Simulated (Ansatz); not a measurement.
# HBr under strain

The calculation used DFT PBEsol, scalar-relativistic, plane waves, PAW (Ansatz 0.2.0). Run with 420 eV cutoff, 6×6×8 k-mesh, Gaussian smearing of 0.02 eV, no spin polarisation.

The relaxed crystal:

```xyz
4
Lattice="5.4459 0.0000 0.0000 0.0000 5.4459 0.0000 0.0000 0.0000 3.3423" Properties=species:S:1:pos:R:3 pbc="T T T"
H     0.0000    0.0000    0.0000
H     2.7230    2.7230    1.6712
Br    0.0000    0.0000    1.6712
Br    2.7230    2.7230    0.0000
```

Deformation: c alone is stretched, the rest of the cell is held and the atoms relax, all within the symmetry that the strain leaves. Energies are extrapolated to zero smearing. Gaps are Kohn–Sham gaps over the whole zone.

```tsv
strain (%)	ΔE (meV/atom)	a (Å)	b (Å)	c (Å)	gap (eV)
-4.5	39.0	5.446	5.446	3.192	1.92
-3.0	16.7	5.446	5.446	3.242	1.74
-1.5	4.1	5.446	5.446	3.292	1.57
+0.0	0.0	5.446	5.446	3.342	1.40
+1.5	3.3	5.446	5.446	3.392	1.24
+3.0	13.1	5.446	5.446	3.443	1.09
+4.5	28.5	5.446	5.446	3.493	0.95
```

Question: What stiffness (1/V) d²E/dε² at zero strain does a cubic fit over all points give?

Answer: A cubic fit gives (1/V) d²E/dε² = 216 GPa at zero strain (the elastic constant along c at held a and b).

Question: How fast does the gap move with strain on either side?

Answer: -110 meV per percent on the compressed side and -105 meV per percent on the stretched side.